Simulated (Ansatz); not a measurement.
According to DFT-r²SCAN in the program Ansatz with PAW potentials, Ga in the α-Ga structure (Cmce) relaxes to a = 4.472 Å, b = 7.595 Å, c = 4.525 Å.

Electronic character: metallic (no gap). Gap from r²SCAN with spin–orbit coupling: none (metallic).

An equation-of-state fit gives a bulk modulus of 62.5 GPa. The highest mode at Γ lies at 240 cm^-1.

The cell was relaxed with r²SCAN under the symmetry of its start; of distortions, only those at the zone centre were tested. As this level gives no gap, phonon frequencies hold no LO–TO term and depend on the k-mesh and smearing (Fermi–Dirac, 0.1 eV here). Axis ratios of metals converge slowly with the k-mesh, so a and c are less sure than the volume. Scalar-relativistic: spin–orbit coupling is off unless named, which matters more the heavier the elements.

Potentials: the later of the program's two PAW sets.
